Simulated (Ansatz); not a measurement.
Input and command of a plane-wave DFT calculation in Ansatz:

```yaml
crystal:
  lattice:
    - [1.4523531181, 0.8385164636, 7.1072646388]
    - [-1.4523531181, 0.8385164636, 7.1072646388]
    - [0.0, -1.6770329273, 7.1072646388]
  atoms:
    - { symbol: Ag, position: [0.0, 0.0, 0.0] }
    - { symbol: Ag, position: [0.7777116988, 0.7777116988, 0.7777116988] }
    - { symbol: Ag, position: [0.2222883012, 0.2222883012, 0.2222883012] }
basis:
  ecutwfc: 500
kpoints:
  mp_grid: { grid: [18, 18, 18] }
  band_path:
    path:
      - [[0.0, 0.0, 0.0], [0.5, 0.5, 0.5], [0.82405378, 0.17594622, 0.5]]
      - [[0.5, -0.17594622, 0.17594622], [0.5, 0.0, 0.0], [0.0, 0.0, 0.0], [0.33797311, -0.33797311, 0.0]]
      - [[0.66202689, 0.0, 0.33797311], [0.5, 0.0, 0.5], [0.0, 0.0, 0.0]]
    npoints: 14
hamiltonian:
  xc: r2scan
scf:
  occupations: { method: gaussian, width: 0.1 }
  n_extra_bands: 7
output:
  forces: true
  stress: true
  eigenvalues: true
  populations: true
  dos: { projected: true, de: 0.02, nscf_kmesh: { grid: [27, 27, 27] } }
  bader: true
  write_density: true
  write_potential: true
  elf: true
  volumetric_format: npy
```

```bash
ansatz run input.yaml --threads 1 --pin off --max-ram 2560MiB --backend cpu --events-out ev --progress --plain --runs-dir out
```

Processor: Arm Neoverse V2, 1 thread, on a host shared with other jobs.

How long does it run, and how much memory does it take?

About 4.8 min on 1 thread of Arm Neoverse V2, on a shared host, peak memory 2.4 GiB. It solves 36 bands at 580 k points (the mesh reduced by the symmetry that the task leaves, which can be less than the crystal's) with about 1297 plane waves, in 8 SCF iterations.
